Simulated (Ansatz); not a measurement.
## Collinear states of HgF3

Theory: DFT r2SCAN, scalar-relativistic, plane waves, PAW in Ansatz 0.2.0.

```cif
data_structure
_symmetry_space_group_name_H-M 'P 1'
_symmetry_Int_Tables_number 1
_cell_length_a 4.0491
_cell_length_b 4.0491
_cell_length_c 4.0491
_cell_angle_alpha 60.000
_cell_angle_beta 60.000
_cell_angle_gamma 60.000
_cell_volume 46.94
loop_
_atom_site_label
_atom_site_type_symbol
_atom_site_fract_x
_atom_site_fract_y
_atom_site_fract_z
_atom_site_occupancy
Hg1 Hg 0.00000 0.00000 0.00000 1
F1 F 0.25000 0.25000 0.25000 1
F2 F 0.75000 0.75000 0.75000 1
F3 F 0.50000 0.50000 0.50000 1
```

* plane-wave cutoff: 500 eV
* Γ-centred k-mesh: 12×12×12
* occupation rule: Gaussian smearing, 0.1 eV
* list of starting moments (μB, in atom order): 0 0 0 1
* check for lower electronic states after the SCF: off

All runs keep this geometry, which isn't relaxed for the lowest state (largest force there 0.000 eV/Å, pressure -2.3 GPa) and needn't be a stable compound; relaxing each order can shift differences of a few meV. A propagation vector, in units of the reciprocal vectors, doubles the cell, which takes an equally dense mesh. r2SCAN tends to overstate moments in metals, so a weak moment here may be absent in the real material. Site moments are spin moments in atom-centred spheres that scale with the neighbour distance. The states are those that the runs reached from these starts; a lower one can exist.

Question: Starts tried: no spin; ferromagnetic; antiferromagnetic, doubled cell, propagation vector (0, 1/2, 1/2). Which state comes out lowest, and what are the moments?

Answer: The lowest state is antiferromagnetic, reached from the start “antiferromagnetic, doubled cell, propagation vector (0, 1/2, 1/2)”, with site moments (μB) F +0.66, F -0.66.

```
                                                            start ends energy above lowest (meV/atom) site moments (μB) gap on mesh (eV) P (GPa)
                                                          no spin non-magnetic                            49.6                   none over 0.05             metal     -5.1
                                                    ferromagnetic ferromagnetic                            10.2  Hg +0.06, F +0.22 (×2), F +0.54             metal     -4.1
antiferromagnetic, doubled cell, propagation vector (0, 1/2, 1/2) antiferromagnetic                            0.00                 F +0.66, F -0.66             metal     -2.3
```

Cost: 3 runs of about 4.3 core-minutes in all, on Arm Neoverse V1 (shared hosts).